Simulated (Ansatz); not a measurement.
Here is the system:

PbS:
```yaml
crystal:
  lattice:
    - [0.00000, 3.00435, 3.00435]
    - [3.00435, 0.00000, 3.00435]
    - [3.00435, 3.00435, 0.00000]
  atoms:
    - { symbol: Pb, position: [0.00000, 0.00000, 0.00000] }
    - { symbol: S, position: [0.50000, 0.50000, 0.50000] }
```

This is the PBE-relaxed structure.

### Question
All from DFT-PBE in the program Ansatz with PAW potentials, unless another level is named. Predict the Young's modulus.

### Answer
76.2 GPa.

### Question
Predict the highest zone-centre frequency (without LO–TO term).

### Answer
37 cm⁻¹.

Space group Fm-3m (rock salt). Symmetry was held in the PBE relaxation; of distortions, only those at the zone centre were tested. Scalar-relativistic: spin–orbit coupling is off unless named, which matters more the heavier the elements.

Potentials: the later of the program's two PAW sets.
